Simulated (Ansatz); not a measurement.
Sn:
```cif
data_Sn12
_chemical_formula_sum 'Sn12'
_space_group_name_H-M_alt 'Im-3m'
_space_group_IT_number 229
_space_group_name_Hall '-I 4 2 3'
_cell_length_a 8.10067
_cell_length_b 8.10067
_cell_length_c 8.10067
_cell_angle_alpha 90.000
_cell_angle_beta 90.000
_cell_angle_gamma 90.000
loop_
_atom_site_label
_atom_site_type_symbol
_atom_site_symmetry_multiplicity
_atom_site_Wyckoff_symbol
_atom_site_fract_x
_atom_site_fract_y
_atom_site_fract_z
_atom_site_occupancy
Sn1 Sn 12 d 0.00000 0.25000 0.50000 1
```
(The calculation used a cell of 6 atoms; values per cell refer to that cell.)

Relaxed with r²SCAN.

Task: Which orbitals make up the states near the Fermi level in r²SCAN (plane waves, PAW; program Ansatz)?

Result: Within 0.5 eV of the Fermi level: Sn 5p 80 %, Sn 5s 17 %. Projections are on Löwdin-orthogonalised atomic valence shells; empty p or d shells of many metals are not among them.

Task: Tabulate the density of states.

Result: States/eV per cell of 6 atoms, in 0.25 eV bins, energy from the Fermi level.

| E (eV) | total | Sn 5p | Sn 5s | Sn 4d |
|---|---|---|---|---|
| -7.85 | 2.50 | 0.84 | 1.63 | 0.01 |
| -7.60 | 1.68 | 0.54 | 1.12 | 0.00 |
| -7.35 | 3.52 | 1.03 | 2.46 | 0.01 |
| -7.10 | 2.65 | 0.80 | 1.82 | 0.01 |
| -6.85 | 1.83 | 0.61 | 1.20 | 0.01 |
| -6.60 | 1.84 | 0.69 | 1.14 | 0.01 |
| -6.35 | 1.72 | 0.66 | 1.04 | 0.01 |
| -6.10 | 1.65 | 0.64 | 1.00 | 0.01 |
| -5.85 | 1.67 | 0.65 | 1.01 | 0.01 |
| -5.60 | 1.66 | 0.63 | 1.01 | 0.01 |
| -5.35 | 0.51 | 0.22 | 0.29 | 0.00 |
| -5.10 | 0.75 | 0.32 | 0.42 | 0.00 |
| -4.85 | 1.06 | 0.44 | 0.61 | 0.00 |
| -4.60 | 1.21 | 0.50 | 0.69 | 0.00 |
| -4.35 | 1.04 | 0.54 | 0.49 | 0.00 |
| -4.10 | 1.13 | 0.71 | 0.40 | 0.00 |
| -3.85 | 1.62 | 1.15 | 0.45 | 0.00 |
| -3.60 | 0.54 | 0.44 | 0.10 | 0.00 |
| -3.35 | 3.28 | 2.92 | 0.30 | 0.00 |
| -3.10 | 2.09 | 1.85 | 0.21 | 0.00 |
| -2.85 | 3.99 | 3.68 | 0.25 | 0.01 |
| -2.60 | 5.00 | 4.68 | 0.25 | 0.01 |
| -2.35 | 6.29 | 5.96 | 0.26 | 0.01 |
| -2.10 | 2.55 | 2.42 | 0.10 | 0.01 |
| -1.85 | 2.53 | 2.39 | 0.11 | 0.01 |
| -1.60 | 8.25 | 7.94 | 0.21 | 0.02 |
| -1.35 | 5.06 | 4.87 | 0.13 | 0.02 |
| -1.10 | 3.09 | 2.98 | 0.07 | 0.01 |
| -0.85 | 2.76 | 2.69 | 0.04 | 0.01 |
| -0.60 | 1.74 | 1.70 | 0.02 | 0.01 |
| -0.35 | 0.94 | 0.92 | 0.01 | 0.00 |
| -0.10 | 0.10 | 0.10 | 0.00 | 0.00 |
| 0.15 | 0.37 | 0.25 | 0.10 | 0.00 |
| 0.40 | 1.84 | 1.28 | 0.49 | 0.01 |
| 0.65 | 2.82 | 1.99 | 0.71 | 0.01 |
| 0.90 | 2.71 | 1.93 | 0.66 | 0.01 |
| 1.15 | 3.92 | 2.56 | 1.18 | 0.01 |
| 1.40 | 4.60 | 3.03 | 1.33 | 0.01 |
| 1.65 | 3.31 | 2.29 | 0.82 | 0.01 |
| 1.90 | 3.68 | 2.61 | 0.78 | 0.01 |
| 2.15 | 4.73 | 3.54 | 0.77 | 0.01 |
| 2.40 | 3.28 | 2.51 | 0.48 | 0.01 |
| 2.65 | 3.85 | 2.90 | 0.60 | 0.01 |
| 2.90 | 3.96 | 3.04 | 0.53 | 0.01 |
| 3.15 | 5.24 | 3.90 | 0.61 | 0.01 |
| 3.40 | 5.03 | 3.50 | 0.47 | 0.01 |
| 3.65 | 3.85 | 2.57 | 0.35 | 0.01 |
| 3.90 | 4.49 | 2.86 | 0.33 | 0.01 |
| 4.15 | 5.79 | 3.67 | 0.38 | 0.01 |
| 4.40 | 6.70 | 3.61 | 0.47 | 0.01 |
| 4.65 | 5.51 | 2.36 | 0.30 | 0.01 |

The start of the workflow was typed in or built on a structure type; the Crystallography Open Database copy checked does not list it. It is not the phase usual at ambient conditions (space group No. 141). Symmetry was held in the r²SCAN relaxation; its stability against distortions is not shown here. The volume moved by 33 % from the start of the relaxation. Scalar-relativistic: spin–orbit coupling is off unless named, which matters more the heavier the elements.

Potentials: the later of the program's two PAW sets.
